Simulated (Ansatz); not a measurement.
## How long does this Ansatz run take?

```yaml
crystal:
  lattice:
    - [6.36, 0.0, 0.0]
    - [-4.77, 8.261882352, 0.0]
    - [0.0, 0.0, 10.332]
  atoms:
    - { symbol: Ga, position: [0.1666666666, 0.2222222222, 0.0] }
    - { symbol: Ga, position: [0.1666666666, 0.2222222222, 0.5] }
    - { symbol: Ga, position: [0.1666666666, 0.5555555556, 0.0] }
    - { symbol: Ga, position: [0.1666666666, 0.5555555556, 0.5] }
    - { symbol: Ga, position: [0.1666666666, 0.8888888889, 0.0] }
    - { symbol: Ga, position: [0.1666666666, 0.8888888889, 0.5] }
    - { symbol: Ga, position: [0.6666666666, 0.2222222222, 0.0] }
    - { symbol: Ga, position: [0.6666666666, 0.2222222222, 0.5] }
    - { symbol: Ga, position: [0.6666666666, 0.5555555556, 0.0] }
    - { symbol: Ga, position: [0.6666666666, 0.5555555556, 0.5] }
    - { symbol: Ga, position: [0.6666666666, 0.8888888889, 0.0] }
    - { symbol: Ga, position: [0.6666666666, 0.8888888889, 0.5] }
    - { symbol: Ga, position: [0.3333333334, 0.1111111111, 0.25] }
    - { symbol: Ga, position: [0.3333333334, 0.1111111111, 0.75] }
    - { symbol: Ga, position: [0.3333333334, 0.4444444444, 0.25] }
    - { symbol: Ga, position: [0.3333333334, 0.4444444444, 0.75] }
    - { symbol: Ga, position: [0.3333333334, 0.7777777778, 0.25] }
    - { symbol: Ga, position: [0.3333333334, 0.7777777778, 0.75] }
    - { symbol: Ga, position: [0.8333333334, 0.1111111111, 0.25] }
    - { symbol: Ga, position: [0.8333333334, 0.1111111111, 0.75] }
    - { symbol: Ga, position: [0.8333333334, 0.4444444444, 0.25] }
    - { symbol: Ga, position: [0.8333333334, 0.4444444444, 0.75] }
    - { symbol: Ga, position: [0.8333333334, 0.7777777778, 0.25] }
    - { symbol: Ga, position: [0.8333333334, 0.7777777778, 0.75] }
    - { symbol: C, position: [0.1666666666, 0.2222222222, 0.1925], spin: 1.0 }
    - { symbol: "N", position: [0.1666666666, 0.2222222222, 0.6925] }
    - { symbol: "N", position: [0.1666666666, 0.5555555556, 0.1925] }
    - { symbol: "N", position: [0.1666666666, 0.5555555556, 0.6925] }
    - { symbol: "N", position: [0.1666666666, 0.8888888889, 0.1925] }
    - { symbol: "N", position: [0.1666666666, 0.8888888889, 0.6925] }
    - { symbol: "N", position: [0.6666666666, 0.2222222222, 0.1925] }
    - { symbol: "N", position: [0.6666666666, 0.2222222222, 0.6925] }
    - { symbol: "N", position: [0.6666666666, 0.5555555556, 0.1925] }
    - { symbol: "N", position: [0.6666666666, 0.5555555556, 0.6925] }
    - { symbol: "N", position: [0.6666666666, 0.8888888889, 0.1925] }
    - { symbol: "N", position: [0.6666666666, 0.8888888889, 0.6925] }
    - { symbol: "N", position: [0.3333333334, 0.1111111111, 0.4425] }
    - { symbol: "N", position: [0.3333333334, 0.1111111111, 0.9425] }
    - { symbol: "N", position: [0.3333333334, 0.4444444444, 0.4425] }
    - { symbol: "N", position: [0.3333333334, 0.4444444444, 0.9425] }
    - { symbol: "N", position: [0.3333333334, 0.7777777778, 0.4425] }
    - { symbol: "N", position: [0.3333333334, 0.7777777778, 0.9425] }
    - { symbol: "N", position: [0.8333333334, 0.1111111111, 0.4425] }
    - { symbol: "N", position: [0.8333333334, 0.1111111111, 0.9425] }
    - { symbol: "N", position: [0.8333333334, 0.4444444444, 0.4425] }
    - { symbol: "N", position: [0.8333333334, 0.4444444444, 0.9425] }
    - { symbol: "N", position: [0.8333333334, 0.7777777778, 0.4425] }
    - { symbol: "N", position: [0.8333333334, 0.7777777778, 0.9425] }
magnetization:
  spin_polarized: true
kpoints:
  mp_grid: { grid: [4, 3, 3] }
scf:
  occupations: { method: fermi_dirac, width: 0.01 }
hamiltonian:
  xc: pbe
  pseudopotentials: { kind: paw, frozen_core: stored }
output:
  forces: true
  stress: true
  populations: true
  efg: { quadrupole_moments_barn: { Ga: 0.107, "N": 0.02044 } }
  write_density: true
  write_potential: true
  elf: true
  volumetric_format: npy
relax:
  f_tol: 0.02
  max_steps: 50
```

```sh
ansatz run input.yaml --threads 4 --pin off --max-ram 8192MiB --backend cpu --events-out ev --progress --plain --runs-dir out
```

It runs on 4 threads of AMD EPYC 9R14 (Zen 4) (x86_64; 16 cores open to the job, memory cap 8.0 GiB, no GPU), a shared host with a load of 0.2 a core.

(1) How much time and memory should be set aside?

Answers

(1) About 28 min of wall time (1.8 h of CPU time) and 6.3 GiB. The run holds 431 valence electrons in 264 bands, about 10583 plane waves a k-point and 19 irreducible k-points, and took 81 SCF iterations, over 6 ionic steps. Times on a shared host vary by tens of per cent.
